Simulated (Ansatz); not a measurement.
# PbF$_{2}$: pressure against volume

A database entry relaxed whole under r2SCAN (Fm-3m):

```
Pb F
1.0
     0.00000    2.96088    2.96088
     2.96088    0.00000    2.96088
     2.96088    2.96088    0.00000
Pb F
1 2
Cartesian
  0.0000 0.0000 0.0000
  1.4804 1.4804 1.4804
  4.4413 4.4413 4.4413
```

The cell was scaled uniformly, its shape held, and the atoms relaxed at each volume with plane-wave PAW DFT (Ansatz 0.2.0; r2SCAN, 500 eV, 8×8×8 Γ-centred mesh, fermi-dirac occupations of width 0.020 eV; no spin, no spin-orbit coupling). One row is withheld.

```csv
volume (Å³/atom),energy over the lowest (meV/atom),pressure (GPa)
16.267,16.9,5.53
16.613,7.2,3.47
16.959,1.7,1.64
17.305,0.0,0.00
17.651,?,?
17.997,6.2,-2.76
18.343,13.4,-3.92
```

**Question.** Fit the pressures of the other rows to the third-order Birch-Murnaghan form.

**Answer.** With f = [(V₀/V)^(2/3) − 1]/2 and P = 3B₀f(1 + 2f)^(5/2)[1 + 3(B₀′ − 4)f/2], least squares gives V₀ = 17.31 Å³ an atom, B₀ = 77.2 GPa and B₀′ = 4.7; the rows miss the fit by less than 0.01 GPa. The slope of the energies differs from these pressures by less than 0.05 GPa.

**Question.** What does the withheld row hold?

**Answer.** The fit gives -1.46 GPa at 17.651 Å³; the run gave -1.46 GPa and 1.6 meV an atom.

Caveats: the shape of the cell was held; 0 K, fixed nuclei; the symmetry was kept, and this need not be the phase that is stable at 0 K; one mesh for all volumes; no dispersion correction, so weakly bound layers stand too far apart; pressure is positive in compression.
